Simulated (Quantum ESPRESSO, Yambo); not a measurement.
## Quasiparticle gap of AgCl at -3 % isotropic strain

```cif
data_Ag4Cl4
_chemical_formula_sum 'Cl4 Ag4'
_space_group_name_H-M_alt 'Fm-3m'
_space_group_IT_number 225
_space_group_name_Hall '-F 4 2 3'
_cell_length_a 5.28419
_cell_length_b 5.28419
_cell_length_c 5.28419
_cell_angle_alpha 90.000
_cell_angle_beta 90.000
_cell_angle_gamma 90.000
loop_
_atom_site_label
_atom_site_type_symbol
_atom_site_symmetry_multiplicity
_atom_site_Wyckoff_symbol
_atom_site_fract_x
_atom_site_fract_y
_atom_site_fract_z
_atom_site_occupancy
Cl1 Cl 4 b 0.50000 0.50000 0.50000 1
Ag1 Ag 4 a 0.00000 0.00000 0.00000 1
```
(The calculation used a cell of 2 atoms; values per cell refer to that cell.)

The PBEsol cell relaxed from Materials Project entry mp-22922 was given an isotropic strain of -3 % on all lattice vectors, and the atoms were relaxed again.

Starting point: PBEsol (Quantum ESPRESSO, PseudoDojo norm-conserving, 82 Ry, no spin-orbit coupling). G0W0 in Yambo: 4×4×4 Γ-centred k mesh, bands 5 to 100 and a 10 Ry block in the screening, 100 bands in G with the Bruneval-Gonze terminator, plasmon pole fitted at 27.2 eV.

The PBEsol gap along the band path comes out as 0.75 eV and the PBEsol gap between the mesh's edge points (L → Γ) comes out as 0.75 eV. The G0W0 gap between the same points comes out as 2.24 eV and the PBEsol smallest direct gap on the mesh (at L) is 3.58 eV. The G0W0 direct gap at that point comes out as 5.02 eV.

| k point | band | E PBEsol (eV) | E QP (eV) | shift (eV) | Z |
|---|---|---|---|---|---|
| Γ | VB | -2.95 | -4.13 | -1.17 | 0.79 |
| Γ | CB | 0.75 | 1.18 | 0.43 | 0.83 |
| L | VB | 0.00 | -1.06 | -1.06 | 0.80 |
| L | CB | 3.58 | 3.96 | 0.37 | 0.84 |
| W | VB | -1.62 | -2.64 | -1.02 | 0.80 |
| W | CB | 4.29 | 4.88 | 0.59 | 0.82 |

Energies count from the PBEsol valence-band maximum.

Convergence of the G0W0 settings was not tested.

Spin-orbit splittings are left out.
